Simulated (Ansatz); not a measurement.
The start is a relaxed TaAs cell shaken by Gaussian noise of σ = 0.08 Å a coordinate. The cell and all atomic positions are relaxed at zero pressure with PBE (plane waves to 420 eV, PAW, scalar-relativistic; Ansatz, a quantum-chemistry and plane-wave program). First-step values are on the input's coarse k-mesh.

Ansatz input (later rounds restart from its end on a renewed k-mesh):
Ansatz 0.2 input:
```yaml
crystal:
  lattice:
    - [6.2696892875, 0, 0]
    - [0, 3.4914257972, 0]
    - [0, 0, 6.5608087267]
  atoms:
    - { symbol: Ta, position: [-0.0060466969, 0.2550190009, 0.1817336678] }
    - { symbol: Ta, position: [0.5043864128, 0.2168931338, 0.323740315] }
    - { symbol: Ta, position: [1.0070139777, 0.7799928868, 0.825172086] }
    - { symbol: Ta, position: [0.5070855345, 0.7661627847, 0.6699885875] }
    - { symbol: As, position: [0.1685871675, 0.2987529701, 0.5881210933] }
    - { symbol: As, position: [0.6905832813, 0.2007505197, 0.9282685876] }
    - { symbol: As, position: [0.7954594553, 0.6959815327, 0.433849417] }
    - { symbol: As, position: [0.3148656913, 0.7524863167, 0.0449815888] }
basis: { ecutwfc: 420, ecutrho_ratio: 4, xc_grid: 2, fft_grid_basis: typed }
kpoints: { mp_grid: { grid: [4, 7, 4] } }
hamiltonian:
  xc: pbe
  dispersion: none
  pseudopotentials: { kind: paw }
scf: { occupations: { method: fermi_dirac, width: 0.05 } }
relax: { f_tol: 0.01, max_steps: 100, cell: { stress_tol: 0.02 } }
output: { forces: true, stress: true }
```

Question: How large is the pressure on the unrelaxed cell, and of which sign?

Answer: +4 GPa (positive: the cell is compressed).

Question: Which atoms feel the largest initial force, and how large is it?

Answer: About 3.1 eV/Å, on Ta4 (atoms numbered as listed).

Question: How much energy is released per atom?

Answer: 0.17 eV/atom.

Question: Is the parent structure recovered?

Answer: It relaxes back to the parent, Pnma (No. 62).

Question: How do the shortest distances between atoms change?

Answer: The closest pairs of elements (up to four, under 3.6 Å), start → end: As–Ta 2.39 → 2.58 Å; Ta–Ta 2.76 → 2.97 Å; As–As 2.90 → 3.14 Å.

Question: Is the relaxed structure metallic? Give its gap.

Answer: Zero (metallic).

It ends as:

Space group Pnma (No. 62); a = 6.2697 Å, b = 3.4914 Å, c = 6.5608 Å, α = β = γ = 90.00°

| atom | site | symmetry | x | y | z |
|---|---|---|---|---|---|
| Ta | 4c | .m. | 0.4933 | 0.2500 | 0.3168 |
| As | 4c | .m. | 0.1936 | 0.7500 | 0.4272 |

Final values are on a 8×13×7 k-mesh of the relaxed cell. No spin polarisation in the result.

The relaxed structure here is a generated cell of TaAs: the first start was made by placing the elements on the sites of a structure type, and the end was not matched to a known phase here, so it may be hypothetical. Known forms of TaAs include space group No. 109.
